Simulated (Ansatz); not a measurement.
Input:

Interlayer sliding in a free bilayer taken from bulk SnSe2 (CdI2 type): the upper half of the atoms below is shifted in the plane.

```xyz
6
Lattice="3.8403 0.0000 0.0000 1.9201 3.3258 0.0000 0.0000 0.0000 24.1927" Properties=species:S:1:pos:R:3 pbc="T T T"
Se     3.8403     2.2172     7.5114
Sn     0.0000     0.0000     9.1058
Se     1.9201     1.1086    10.7012
Se     3.8403     2.2172    13.4915
Sn     0.0000     0.0000    15.0869
Se     1.9201     1.1086    16.6812
```

In-plane vectors a = (3.840, 0.000) Å, b = (1.920, 3.326) Å, area 12.77 Å². The shift is x·a + y·b, and the map repeats with period 1 in x and y. Atoms relax along the normal only. γ = [E(shift) − E(0)] / area.

These are PBE-D3(BJ) (plane waves to 420 eV, PAW, scalar-relativistic; Ansatz, a first-principles code) values and carry that method's errors. k mesh 10×10×1 (Γ-centred), Fermi-Dirac smearing 0.05 eV. E is the zero-smearing estimate. SnSe2 was relaxed with its symmetry unable to fall. The zero of γ is zero shift.

The scan covers x from 0.000 to 0.833 in 6 points and y from 0.000 to 0.833 in 6 points.

Q: Where does the grid have local minima besides zero shift?

A: (x, y) = (2/6, 2/6) at 54 mJ/m².

Q: Stepping between nearest grid points (6 neighbours each), what is the highest γ met on the easiest way from zero shift to the shift a?

A: 71 mJ/m².

Q: Which grid point, or set of equal points, is the highest, and at what γ?

A: x = 0.667, y = 0.667 (149 mJ/m²).

Q: Which atoms are eclipsed at x = 0.667, y = 0.667?

A: Se above Se, Se above Sn, Sn above Se.

(The slope of γ gives the shear force per area between the displaced halves; near zero shift its curvature is an elastic stiffness.)
